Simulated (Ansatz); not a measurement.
**GdAg2 (I4/mmm): couplings from the magnetic force theorem**

```xyz
3
Lattice="-1.8715 1.8715 4.6760 1.8715 -1.8715 4.6760 1.8715 1.8715 -4.6760" Properties=species:S:1:pos:R:3 pbc="T T T"
Gd    0.0000    0.0000    0.0000
Ag    0.0000    0.0000    3.0581
Ag    0.0000    0.0000    6.2939
```

The source of the geometry is a structure as deposited in COD; atoms and cell stay fixed.

Settings: PBEsol, 12×12×12 k mesh, Fermi–Dirac smearing of 0.05 eV. PAW means Ansatz 0.2.0 on its default frozen-core files. Site moments are integrated in spheres about the atoms. Start moments (μB): Gd1 7.

Site moments (μB): Gd1 6.97, Ag2 0.00, Ag3 0.00. Cell moment 7.10 μB.

Couplings come from the force theorem (directions of the magnetic atoms constrained, all else relaxed) on a 12×12×12 mesh, with E = −Σ J e_i·e_j over ordered pairs of unit vectors, so positive J favours parallel moments.

```tsv
pair	count	J PAW (meV)
Gd1–Gd at 3.74 Å	4	-0.58
Gd1–Gd at 5.29 Å	4	-0.25
Gd1–Gd at 5.37 Å	8	-0.11
Gd1–Gd at 7.49 Å	4	+0.13
Gd1–Gd at 7.54 Å	16	-0.09
Gd1–Gd at 8.37 Å	8	-0.06
Gd1–Gd at 9.21 Å	8	+0.22
Gd1–Gd at 9.35 Å	2	+0.25
Gd1–Gd at 10.07 Å	8	-0.08
Gd1–Gd at 10.59 Å	4	+0.03
Gd1–Gd at 10.63 Å	16	+0.03
Gd1–Gd at 10.75 Å	8	+0.08
Gd1–Gd at 11.23 Å	4	-0.02
Gd1–Gd at 11.84 Å	8	+0.03
Gd1–Gd at 11.87 Å	16	0.00
Gd1–Gd at 11.98 Å	8	+0.05
```

The program reports that this state isn't the lowest of its own couplings. The gain of the softest rotation is smaller than what its band sum leaves out of a whole turn, though, so more bands could change its sign.

The couplings come from one mesh, and their convergence in k wasn't tested.

The PAW files were made with PBE; the program remakes their cores once for the run's functional and then keeps them frozen. Without U a semilocal functional puts the f levels too near the Fermi level, which can change moments and the order of magnetic states; site and cell moments are spin moments. Spin–orbit coupling is left out although heavy atoms are present. With open f shells a run can end in a state that isn't the lowest. None of this fixes the real material's magnetic order: only patterns that fit the cell were computed, without spin fluctuations and on one mesh and smearing, with a functional that can overstate moments.
